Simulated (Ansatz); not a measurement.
Na₄MgCo₂O₆: Contact hyperfine fields

Cell: a computed structure from the Materials Project (it need not be an observed phase).

```yaml
crystal:
  lattice:
    - [5.99009, 0.00000, 0.00000]
    - [-2.65853, 5.37341, 0.00000]
    - [-2.57271, -1.51439, 5.33051]
  atoms:
    - { symbol: Na, position: [0.12310, 0.28761, 0.47651] }
    - { symbol: Na, position: [0.85118, 0.73156, 0.46394] }
    - { symbol: Na, position: [0.34794, 0.82248, 0.36462] }
    - { symbol: Na, position: [0.01202, 0.12980, 0.96149] }
    - { symbol: Mg, position: [0.68891, 0.41544, 0.77211] }
    - { symbol: Co, position: [0.59026, 0.23094, 0.16148] }
    - { symbol: Co, position: [0.40125, 0.75455, 0.86114] }
    - { symbol: O, position: [0.36259, 0.07001, 0.78956] }
    - { symbol: O, position: [0.89271, 0.49318, 0.16370] }
    - { symbol: O, position: [0.43063, 0.25054, 0.34972] }
    - { symbol: O, position: [0.04907, 0.48677, 0.76688] }
    - { symbol: O, position: [0.60058, 0.70743, 0.72092] }
    - { symbol: O, position: [0.66226, 0.94467, 0.20746] }
```

Atom numbers follow the list; atoms alike are taken as one site, whose name carries the number of the first.

Method: Kohn–Sham DFT in Ansatz, PBE, plane waves and PAW, scalar-relativistic, collinear spin, 420 eV cutoff, Γ-centred 5×5×4 k-points, Fermi–Dirac smearing 0.02 eV. Start moments as typed (μB): 4 on each Co, none on the rest. The program fits them to the shells of the files, so those used differ somewhat.

B_c = (2μ₀/3)μB(ρ↑ − ρ↓), with the spin density averaged over the Thomson radius around the nucleus, 7.77 T per e/Å³, positive along the up direction of the run. The valence column is what the valence and semicore waves of the PAW files give as listed; the rest comes from solving these waves and the inner shells again in each spin's potential.

Problem. Give the site moments and the Fermi-contact fields.

Solution. The cell's net moment is 8.00 μB; the site moments, counted in spheres around the atoms, add up to 6.98 μB, and the difference lies between the spheres. One atom of each set is listed.

```
site  atom  m (μB)  B_c (T)  valence column (T)  rest (T)
 Na1     1    0.00      0.8                 0.8       0.0
 Na2     2    0.00      0.9                 0.9       0.0
 Na3     3    0.00      0.8                 0.8       0.0
 Na4     4    0.00      0.3                 0.3       0.0
  Mg     5    0.01      2.8                 2.7       0.0
 Co6     6    2.53    -20.7                34.5     -55.2
 Co7     7    2.57    -23.3                32.5     -55.8
  O8     8    0.32      8.4                12.2      -3.8
  O9     9    0.31      3.5                 7.6      -4.0
 O10    10    0.29      3.8                 7.5      -3.8
 O11    11    0.30      4.1                 7.8      -3.8
 O12    12    0.27      4.4                 7.8      -3.4
 O13    13    0.36      7.7                12.1      -4.5
```

On Co7 the field amounts to -9.1 T per μB of the site's moment: core polarisation sets it against the moment.

The program didn't check the stability of this electronic state in full, so a lower one may lie near. All moments on Co are parallel here, as they were started; many such compounds order antiparallel, where fields on atoms that lie between magnetic neighbours largely cancel. The magnetic order is the one that the run reached from its start moments, not necessarily the measured one. Semilocal functionals underestimate core polarisation, so for a given moment the contact field on a magnetic ion comes out too small, by up to a factor of two. Orbital and dipolar fields are left out; they are small for half-filled shells and for d³ or d⁸ ions in regular octahedra, but can rival the contact field on other open-shell ions. Fields under about 2 T can be off by more than a tenth.
